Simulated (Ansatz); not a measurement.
Relaxed ScAu (CsCl type):

```xyz
4
Lattice="6.6396 0.0000 0.0000 3.3198 3.3198 0.0000 0.0000 0.0000 3.3198" Properties=species:S:1:pos:R:3 pbc="T T T"
Sc     1.6599     1.6599     1.6599
Sc     4.9797     1.6599     1.6599
Au     0.0000     0.0000     0.0000
Au     3.3198     0.0000     0.0000
```

The atoms are displaced by Q × the pattern below (from a DFPT mode at M = (0.5, 0.5, 0.0), largest move 1; Q in Å), at fixed cell. It is one choice among 2 degenerate patterns. (q is in reciprocal vectors of the primitive cell; the cell shown is doubled to hold the pattern.)

```csv
atom,x,y,z
Sc1,0.000,1.000,0.000
Sc2,0.000,-1.000,0.000
Au3,-0.118,0.000,0.000
Au4,0.118,0.000,0.000
```

All values below come from LDA (plane waves to 420 eV, PAW, scalar-relativistic; Ansatz, an electronic-structure program). k mesh 14×14×14 (Γ-centred), Fermi-Dirac smearing 0.05 eV. E stands for the smeared free energy. With partly filled bands, energies and forces of such displacements shift with the k mesh and the smearing. ScAu is run without spin polarisation. ScAu was relaxed with its symmetry unable to fall. Spin-orbit coupling is left out, though Au is heavy. ΔE is measured from the undisplaced structure. The last digit holds for this mesh only.

| Q (Å) | ΔE (meV/cell) |
|---|---|
| -0.180 | withheld |
| -0.150 | 206.8 |
| -0.120 | 131.5 |
| -0.090 | 73.5 |
| -0.060 | 32.6 |
| -0.030 | 8.1 |
| 0.000 | 0.0 |
| 0.030 | 8.1 |
| 0.060 | 32.6 |
| 0.090 | 73.5 |
| 0.120 | 131.5 |
| 0.150 | 206.8 |
| 0.180 | withheld |

Fit an even polynomial form (powers 2, 4) to the given rows and predict ΔE at Q = -0.180.

Least squares on the 11 given rows: ΔE = (9019)·Q² + (7690)·Q⁴, in meV/cell with Q in Å; root-mean-square residual 0.03 meV/cell. At -0.180 the fit gives 300.3 meV/cell; the calculation gives 300.4 meV/cell, so the extrapolation is off by -0.1 (-0.0 %). The quadratic term alone would give 292.2 meV/cell.

(For displaced atoms, the force is minus the slope of the energy, and its curvature is a force constant, which sets phonon frequencies.)
